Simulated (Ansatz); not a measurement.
ScOF:
```yaml
crystal:
  lattice:
    - [5.16806, 0.00000, 0.00000]
    - [0.00000, 5.14614, 0.00000]
    - [-0.89303, 0.00000, 5.15962]
  atoms:
    - { symbol: Sc, position: [0.69184, 0.47251, 0.28767] }
    - { symbol: Sc, position: [0.30816, 0.52749, 0.71233] }
    - { symbol: Sc, position: [0.30816, 0.97251, 0.21233] }
    - { symbol: Sc, position: [0.69184, 0.02749, 0.78767] }
    - { symbol: O, position: [0.54415, 0.74621, 0.01233] }
    - { symbol: O, position: [0.45585, 0.25379, 0.98767] }
    - { symbol: O, position: [0.45585, 0.24621, 0.48767] }
    - { symbol: O, position: [0.54415, 0.75379, 0.51233] }
    - { symbol: F, position: [0.94243, 0.32733, 0.65942] }
    - { symbol: F, position: [0.05757, 0.67267, 0.34058] }
    - { symbol: F, position: [0.05757, 0.82733, 0.84058] }
    - { symbol: F, position: [0.94243, 0.17267, 0.15942] }
```

Relaxed with r²SCAN.

### Question
Map the valence electron density (e/Å³), cut off at 2 on the plane through (0.692, 0.473, 0.288) spanned by u = [0, 0, 1] and v = [1, 1, 0] in lattice vectors, from r²SCAN in the plane-wave PAW code Ansatz.

### Answer
x is the fraction of u, y of v (the angle between them is 97°; rows are the nearest grid lines); atoms in the plane: Sc at (0.00, 0.00), O at (0.20, 0.77), F at (0.55, 0.36).
```
|999941000000000000000149999|
|999621000000000000000139999|
|996311110000000000111125999|
|112356653110001135776421111|
|113699996310001379999731101|
|137999999421013799999942101|
|138999999410013799999941001|
|124799963100001369996321111|
|532222110000000011111246875|
|942110000000000000011499999|
|961000000000000000013999999|
|941000000000000000013999999|
|210000000000112321111256642|
|000000000001258974210112210|
|111100000014999999410000001|
|222110000026999999410000012|
|787421000014999995200000247|
|686310000001223210000001246|
|443210000000001000000000134|
|111000000000000000000000011|
|111000000000000000000000011|
|999510000000000000000002699|
|999931000000000000000016999|
|999941000000000000000149999|
```
Scale: ten equal steps from 0.019 (start of '0') to 2.00 (end of '9'), in the order '0123456789'; x runs from 0.000 to 1.00, y from 0.000 (bottom) to 1.00 (top).

The density is the valence pseudo-density with augmentation charge, so density and ELF within about 1 Å of a nucleus are not all-electron values.

Space group P2_1/c. The workflow started from a Materials Project entry (that database holds measured and hypothetical structures alike); the Crystallography Open Database copy checked does not list it. Whether it is the stable phase at ambient conditions was not checked. The cell was relaxed with r²SCAN under the symmetry of its start; of distortions, only those at the zone centre were tested. The run is not spin-polarised.

Potentials: the later of the program's two PAW sets.
